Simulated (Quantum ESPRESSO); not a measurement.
# Moving one atom in NSi7

The results below are calculated, not measured. They come from pw.x of Quantum ESPRESSO 7.5, a plane-wave density functional program, with PseudoDojo standard norm-conserving files (v0.5 for PBE, v0.4.1 for LDA and PBEsol). The cells are made up: elements, strain and atom displacements were drawn at random, and nothing was relaxed. There is no spin polarisation, spin-orbit coupling or dispersion term.

The cell has 8 sites of a zincblende or diamond lattice. Sites 1 to 4 hold N Si Si Si; sites 5 to 8 hold Si Si Si Si. Cell vectors in Å: (5.468, 0.070, -0.075); (0.070, 5.455, 0.058); (-0.075, 0.058, 5.450). Settings: PBE, cutoff 1143 eV, 6 x 6 x 6 k mesh shifted by half a step, Fermi-Dirac smearing of 0.1 eV.

Each run shifts the Si atom on site 2 along y and leaves all else fixed. Site 8 is one of its nearest neighbours. E is the free energy of the cell above the lowest run shown.

```
run  shift (Å)  Fy on site 2 (eV/Å)  Fy on site 8 (eV/Å)  P (GPa)  E (meV)
  1    -0.1173                1.428                0.779    -5.50     71.6
  2    -0.0243                0.103                1.202    -5.56      0.0
  3     0.0107               -0.405                1.373    -5.53      5.3
  4     0.0343               -0.750                1.491    -5.50     18.9
  5     0.0510               -0.993                1.575    -5.46     33.5
  7     0.0934               -1.610                1.794    -5.35     88.7
  6     0.0826                    ?                    ?        ?        ?
```

A rerun of one of these cells at 1437 eV and k mesh 8 x 8 x 8 moved values by no more than 0.007 eV in the cell's energy, 0.02 GPa in stress and 0.010 eV/Å in force.

## Worked fit

A parabola through the six runs shown gives Fy on site 2 = -0.250 - 14.46 u - 1.2 u² eV/Å, with u in Å and a scatter of 0.003 eV/Å. Minus the slope, 14.46 ± 0.10 eV/Å², is this atom's force constant along y at u = 0, with its periodic images moving too. The fitted force vanishes at u = -0.017 Å, where the energy should be lowest along this line. The error is the larger of the fit's own and the change that a cubic makes, rounded up.

## Withheld run

Question: what Fy on site 2 should run 6 give?

The fit gives -1.453 eV/Å. The calculation gave -1.454 eV/Å.

| run | shift (Å) | Fy on site 2 (eV/Å) | Fy on site 8 (eV/Å) | P (GPa) | E (meV) |
| --- | --- | --- | --- | --- | --- |
| 6 | 0.0826 | -1.454 | 1.738 | -5.39 | 72.1 |